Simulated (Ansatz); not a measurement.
MoSe2 in space group P6_3/mmc (No. 194; Mo on 2d, Se on 4f), the program Ansatz at the PBE+D3(BJ) level (PAW). The conduction-band minimum lies on the K–Γ line, 45 % of the way from K, with 6 equivalent valleys. Second derivatives d²E/dk² of the lowest band at one valley (eV·Å²), along Cartesian directions:

| direction | d²E/dk² |
|---|---|
| [100] | 12.59 |
| [010] | 15.08 |
| [001] | 16.20 |
| [110] | 11.69 |
| [101] | 14.40 |
| [011] | 15.64 |

### Question
Find the principal effective masses, the density-of-states mass and the conductivity mass.

### Answer
Off-diagonal terms follow from H_xy = H[110] − (H_xx + H_yy)/2, and m*/mₑ = 7.620 eV·Å² over each eigenvalue: 0.47, 0.47, 0.67. One valley's DOS mass (m₁m₂m₃)^(1/3) = 0.53, conductivity mass 3/(Σ 1/mᵢ) = 0.52 mₑ.

### Question
What effective density of states Nc follows at 300 K for parabolic valleys?

### Answer
Nc = 2.509e19 × 6 × (0.53)^(3/2) ≈ 5.8e19 cm⁻³.

### Question
With the computed static dielectric constant 14.7 (mean of the diagonal), estimate a hydrogenic donor's binding energy and radius.

### Answer
E = 13.606 eV × 0.52/14.7² ≈ 33 meV; a = 0.529 Å × ε/m* ≈ 15 Å. Semilocal masses tend to be too small where the gap is.

The cell was relaxed with PBE+D3(BJ) under the symmetry of its start; phonons on a q-mesh show no instability. No spin polarisation was allowed. Scalar-relativistic: spin–orbit coupling is off unless named, which matters more the heavier the elements.

Potentials: the later of the program's two PAW sets.
